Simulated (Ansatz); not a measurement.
Data:

Relaxed Bi₂Se₃ (Bi2Te3 type, space group R-3m):

```xyz
5
Lattice="2.0408 1.1782 9.2214 -2.0408 1.1782 9.2214 0.0000 -2.3565 9.2214" Properties=species:S:1:pos:R:3 pbc="T T T"
Bi     0.0000     0.0000    11.1170
Bi     0.0000     0.0000    16.5470
Se     0.0000     0.0000     0.0000
Se     0.0000     0.0000     5.7490
Se     0.0000     0.0000    21.9151
```

In this cell atom 1 (Bi, nearest neighbour Se at 2.835 Å; its periodic images, 4.1 Å or more away, move with it) is moved by s along Cartesian [111], unit vector (0.577, 0.577, 0.577); all other atoms and the cell stay fixed.

All values below come from PBEsol-D3(BJ) (plane waves to 420 eV, PAW, scalar-relativistic; Ansatz, a quantum-chemistry and plane-wave program). k mesh 8×8×8 (Γ-centred), Fermi-Dirac smearing 0.05 eV. E stands for the smeared free energy. With partly filled bands, energies and forces of such displacements shift with the k mesh and the smearing. At this level the bands of Bi2Se3 touch or barely overlap; measurements give the solid a gap. Bi2Se3 was relaxed with its symmetry unable to fall. Spin-orbit coupling is left out, though Bi is heavy. The PAW data are Ansatz's earlier set. ΔE is measured from the undisplaced structure.

The scan covers s from -0.570 to 0.570 Å in 11 points.

Task: Is this a single well or a double well?

Result: A single well with its minimum at or next to zero displacement.

Task: Is the energy the same for displacements of ±0.570 Å, and if not, which side lies higher?

Result: Not even: the positive side lies higher at ±0.570 Å. With its periodic images moving along, the atom's site symmetry in this cell is 3m.

Task: What is the energy change at s = 0.570 Å?

Result: 1076 meV/cell.

Task: What is the force constant k = d²E/ds² of this move at s = 0?

Result: 5.30 eV/Å².

(A displaced cell: forces are minus the slopes of the energy, force constants its curvatures, and phonons follow from these.)
